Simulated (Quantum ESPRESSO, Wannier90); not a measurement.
Wannierisation of Si2W (P6₂22)

Structure: Materials Project mp-8939, symmetrised, not relaxed again. Not found in the COD (Crystallography Open Database) copy used, which has the formula in other groups; not checked further. Level: PBEsol, no spin polarisation, no spin-orbit coupling; pw.x of Quantum ESPRESSO at 60 Ry with PseudoDojo potentials, 4×4×4 k-points, Wannier90. Density: 12×12×6 mesh, cold smearing 0.01 Ry. Spin-orbit coupling is left out although heavy elements are present.

On the energy scale of pw.x, whose zero is arbitrary, the Fermi level lies at 16.95 eV.

Input w.win:

```
num_bands = 9
num_wann = 9
exclude_bands = 1-3,13-85
num_iter = 1000
conv_tol = 1.0e-6
conv_window = 4
write_hr = true
write_u_matrices = true
auto_projections = true
begin unit_cell_cart
ang
    4.6168498331    0.0000000000    0.0000000000
   -2.3084249165    3.9983092409    0.0000000000
    0.0000000000    0.0000000000    6.6532200000
end unit_cell_cart
begin atoms_frac
Si  -0.1636250000 -0.3272500000  0.5000000000
Si   0.1636250000 -0.1636250000 -0.1666666667
Si   0.3272500000  0.1636250000  0.1666666667
Si   0.1636250000  0.3272500000  0.5000000000
Si  -0.1636250000  0.1636250000 -0.1666666667
Si  -0.3272500000 -0.1636250000  0.1666666667
W    0.0000000000  0.5000000000  0.1666666667
W    0.5000000000  0.0000000000  0.5000000000
W    0.5000000000  0.5000000000 -0.1666666667
end atoms_frac
mp_grid = 4 4 4
begin kpoints
0.0000000000 0.0000000000 0.0000000000
0.0000000000 0.0000000000 0.2500000000
0.0000000000 0.0000000000 0.5000000000
... (61 more lines: the 4x4x4 mesh through Gamma)
end kpoints
```

Input of pw2wannier90.x that gives the overlap and projection files (equivalent; here they were cut from one run over all bands):

```
&inputpp
  outdir = './out'
  prefix = 'pwscf'
  seedname = 'w'
  write_amn = .true.
  write_mmn = .true.
  atom_proj = .true.
  atom_proj_exclude = 1 2 3 4 5 6 7 8 9 10 11 12 13 14 15 16 17 18 19 20 21 22 23 24 25 29 30 31 32 33 34 35 39 40 41 42 43 44 45 49 50 51 52 53 54
/
```

Output w.wout (banner and timings cut):

```
                                    ------
                                    SYSTEM
                                    ------

                              Lattice Vectors (Ang)
                    a_1     4.616850   0.000000   0.000000
                    a_2    -2.308425   3.998309   0.000000
                    a_3     0.000000   0.000000   6.653220

                   Unit Cell Volume:     122.81574  (Ang^3)

                        Reciprocal-Space Vectors (Ang^-1)
                    b_1     1.360925   0.785730  -0.000000
                    b_2     0.000000   1.571461   0.000000
                    b_3     0.000000  -0.000000   0.944383

 *----------------------------------------------------------------------------*
 |   Site       Fractional Coordinate          Cartesian Coordinate (Ang)     |
 +----------------------------------------------------------------------------+
 | si   1  -0.16363  -0.32725   0.50000   |   -0.00000  -1.30845   3.32661    |
 | si   2   0.16362  -0.16363  -0.16667   |    1.13315  -0.65422  -1.10887    |
 | si   3   0.32725   0.16363   0.16667   |    1.13315   0.65422   1.10887    |
 | si   4   0.16363   0.32725   0.50000   |    0.00000   1.30845   3.32661    |
 | si   5  -0.16362   0.16363  -0.16667   |   -1.13315   0.65422  -1.10887    |
 | si   6  -0.32725  -0.16363   0.16667   |   -1.13315  -0.65422   1.10887    |
 | w    1   0.00000   0.50000   0.16667   |   -1.15421   1.99915   1.10887    |
 | w    2   0.50000   0.00000   0.50000   |    2.30842   0.00000   3.32661    |
 | w    3   0.50000   0.50000  -0.16667   |    1.15421   1.99915  -1.10887    |
 *----------------------------------------------------------------------------*
                                ------------
                                K-POINT GRID
                                ------------

             Grid size =  4 x  4 x  4      Total points =   64

 *---------------------------------- MAIN ------------------------------------*
 |  Number of Wannier Functions               :                 9             |
 |  Number of Objective Wannier Functions     :                 9             |
 |  Number of input Bloch states              :                 9             |
 |  Output verbosity (1=low, 5=high)          :                 1             |
 |  Timing Level (1=low, 5=high)              :                 1             |
 |  Optimisation (0=memory, 3=speed)          :                 3             |
 |  Length Unit                               :               Ang             |
 |  Post-processing setup (write *.nnkp)      :                 F             |
 |  Using Gamma-only branch of algorithms     :                 F             |
 *----------------------------------------------------------------------------*
 *------------------------------- WANNIERISE ---------------------------------*
 |  Total number of iterations                :              1000             |
 |  Number of CG steps before reset           :                 5             |
 |  Trial step length for line search         :             2.000             |
 |  Convergence tolerence                     :         0.100E-05             |
 |  Convergence window                        :                 4             |
 |  Iterations between writing output         :                 1             |
 |  Iterations between backing up to disk     :               100             |
 |  Write r^2_nm to file                      :                 F             |
 |  Write xyz WF centres to file              :                 F             |
 |  Write on-site energies <0n|H|0n> to file  :                 F             |
 |  Use guiding centre to control phases      :                 F             |
 |  Use phases for initial projections        :                 F             |
 *----------------------------------------------------------------------------*
 *-------------------------------- PLOTTING ----------------------------------*
 |  Plotting Hamiltonian in WF basis          :                 T             |
 *----------------------------------------------------------------------------*

 *---------------------------------- K-MESH ----------------------------------*
 +----------------------------------------------------------------------------+
 |                    Distance to Nearest-Neighbour Shells                    |
 |                    ------------------------------------                    |
 |          Shell             Distance (Ang^-1)          Multiplicity         |
 |          -----             -----------------          ------------         |
 |             1                   0.236096                      2            |
 |             2                   0.392865                      6            |
 |             3                   0.458349                     12            |
 |             4                   0.472191                      2            |
 |             5                   0.614254                     12            |
 |             6                   0.680462                      6            |
 |             7                   0.708287                      2            |
 |             8                   0.720257                     12            |
       ... (lines left out)
 +----------------------------------------------------------------------------+
 | The b-vectors are chosen automatically                                     |
 | The following shells are used:                       1,  2                 |
 +----------------------------------------------------------------------------+
 |                        Shell   # Nearest-Neighbours                        |
 |                        -----   --------------------                        |
 |                          1               2                                 |
 |                          2               6                                 |
 +----------------------------------------------------------------------------+
 | Completeness relation is fully satisfied [Eq. (B1), PRB 56, 12847 (1997)]  |
 +----------------------------------------------------------------------------+
 |                  b_k Vectors (Ang^-1) and Weights (Ang^2)                  |
 |                  ----------------------------------------                  |
 |            No.         b_k(x)      b_k(y)      b_k(z)        w_b           |
 |            ---        --------------------------------     --------        |
 |             1         0.000000    0.000000    0.236096     8.970033        |
 |             2         0.000000    0.000000   -0.236096     8.970033        |
 |             3         0.000000    0.392865    0.000000     2.159692        |
 |             4         0.340231    0.196433    0.000000     2.159692        |
 |             5         0.000000   -0.392865    0.000000     2.159692        |
 |             6         0.340231   -0.196433    0.000000     2.159692        |
 |             7        -0.340231   -0.196433    0.000000     2.159692        |
 |             8        -0.340231    0.196433    0.000000     2.159692        |
 +----------------------------------------------------------------------------+
 |                           b_k Directions (Ang^-1)                          |
 |                           -----------------------                          |
 |            No.           x           y           z                         |
 |            ---        --------------------------------                     |
 |             1         0.000000    0.000000    0.236096                     |
 |             2         0.000000    0.392865    0.000000                     |
 |             3         0.340231    0.196433    0.000000                     |
 |             4         0.340231   -0.196433    0.000000                     |
 +----------------------------------------------------------------------------+

 Starting a new Wannier90 calculation ...

 Reading overlaps from w.mmn

 Reading projections from w.amn

 *------------------------------- WANNIERISE ---------------------------------*
 +--------------------------------------------------------------------+<-- CONV
 | Iter  Delta Spread     RMS Gradient      Spread (Ang^2)            |<-- CONV
 +--------------------------------------------------------------------+<-- CONV

 ------------------------------------------------------------------------------
 Initial State
  WF centre and spread    1  ( -1.154212,  1.999155,  1.108870 )     0.50689359
  WF centre and spread    2  ( -1.154212,  1.999155,  1.109623 )     0.50317828
  WF centre and spread    3  ( -1.154212,  1.999155,  1.108117 )     0.50398176
  WF centre and spread    4  (  2.308425, -0.000000,  3.326610 )     0.50689359
  WF centre and spread    5  (  2.308425, -0.000000,  3.326610 )     0.50438477
  WF centre and spread    6  (  2.308425, -0.000000,  3.326610 )     0.50277781
  WF centre and spread    7  (  1.154212,  1.999155, -1.108870 )     0.50689359
  WF centre and spread    8  (  1.154212,  1.999155, -1.109623 )     0.50317828
  WF centre and spread    9  (  1.154212,  1.999155, -1.108117 )     0.50398176
  Sum of centres and spreads (  6.925275, 11.994928,  9.979830 )     4.54216342

      0     0.454E+01     0.0000000000        4.5421634246  <-- CONV
        O_D=      0.0000000 O_OD=      0.0024133 O_TOT=      4.5421634 <-- SPRD
 ------------------------------------------------------------------------------
      1    -0.495E-09     0.0000214971        4.5421634242  <-- CONV
        O_D=      0.0000000 O_OD=      0.0024133 O_TOT=      4.5421634 <-- SPRD
      2    -0.811E-10     0.0000105086        4.5421634241  <-- CONV
        O_D=      0.0000000 O_OD=      0.0024133 O_TOT=      4.5421634 <-- SPRD
      3    -0.103E-10     0.0000046290        4.5421634241  <-- CONV
        O_D=      0.0000000 O_OD=      0.0024133 O_TOT=      4.5421634 <-- SPRD
      4    -0.306E-11     0.0000037266        4.5421634241  <-- CONV
        O_D=      0.0000000 O_OD=      0.0024133 O_TOT=      4.5421634 <-- SPRD
             <<<     Delta < 1.000E-06  over  4 iterations     >>>
             <<< Wannierisation convergence criteria satisfied >>>
 Final State
  WF centre and spread    1  ( -1.154212,  1.999155,  1.108870 )     0.50689355
  WF centre and spread    2  ( -1.154212,  1.999155,  1.109623 )     0.50317829
  WF centre and spread    3  ( -1.154212,  1.999155,  1.108117 )     0.50398178
  WF centre and spread    4  (  2.308425, -0.000000,  3.326610 )     0.50689357
  WF centre and spread    5  (  2.308425, -0.000000,  3.326610 )     0.50438478
  WF centre and spread    6  (  2.308425, -0.000000,  3.326610 )     0.50277783
  WF centre and spread    7  (  1.154212,  1.999155, -1.108870 )     0.50689356
  WF centre and spread    8  (  1.154212,  1.999155, -1.109623 )     0.50317829
  WF centre and spread    9  (  1.154212,  1.999155, -1.108117 )     0.50398178
  Sum of centres and spreads (  6.925275, 11.994928,  9.979830 )     4.54216342

         Spreads (Ang^2)       Omega I      =     4.539750167
        ================       Omega D      =     0.000000001
                               Omega OD     =     0.002413256
    Final Spread (Ang^2)       Omega Total  =     4.542163424
```
